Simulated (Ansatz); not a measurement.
KZnF3 (cubic perovskite, Pm-3m), PBEsol (plane waves, PAW; program Ansatz): ε∞ = 2.43, cell volume 66.54 Å³. Infrared-active transverse modes:

```tsv
ω_TO (cm⁻¹)	oscillator strength S_xx (e²/amu)
118.5	0.06338
178.2	0.1523
412.4	0.1454
```

Problem. Compute the static dielectric constant.

Solution. Each mode adds (4.921e7/V) S/ω²: 3.34, 3.55, 0.63. So ε0 = 9.95.

The cell was relaxed with PBEsol under the symmetry of its start; of distortions, only those at the zone centre were tested.

Potentials: the later of the program's two PAW sets.
